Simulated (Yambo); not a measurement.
Consider the following.

```
CELL_PARAMETERS angstrom
      4.12963     0.00000     0.00000
      0.00000     4.12963     0.00000
      0.00000     0.00000     6.97661
ATOMIC_POSITIONS crystal
  F  0.50000 0.50000 0.00000
  F  0.00000 0.00000 0.00000
  Cl 0.50000 0.00000 0.64490
  Cl 0.00000 0.50000 0.35510
  Sr 0.00000 0.50000 0.79950
  Sr 0.50000 0.00000 0.20050
```

Workflow: PBEsol (Quantum ESPRESSO, PseudoDojo norm-conserving, 84 Ry, no spin-orbit coupling), then G0W0 in Yambo (4×4×2 Γ-centred k mesh, 131 bands and a 6 Ry block in the screening, 131 bands in G with the Bruneval-Gonze terminator, plasmon pole fitted at 27.2 eV).

Task: Give the PBEsol and G0W0 gaps between the band edges found on this mesh, and say where the edges lie.

Result: Edges: Γ → Γ. PBEsol: 5.78 eV; G0W0: 8.76 eV. Nearest settings tried, and what they do to the gap: 104 bands in W, 104 bands in G: +36 meV; 5 Ry block (153 vectors against 191): -42 meV; 2×2×1 mesh: -97 meV. So the settings aren't converged at that level. 

Geometry of the Materials Project entry, not relaxed at this level.
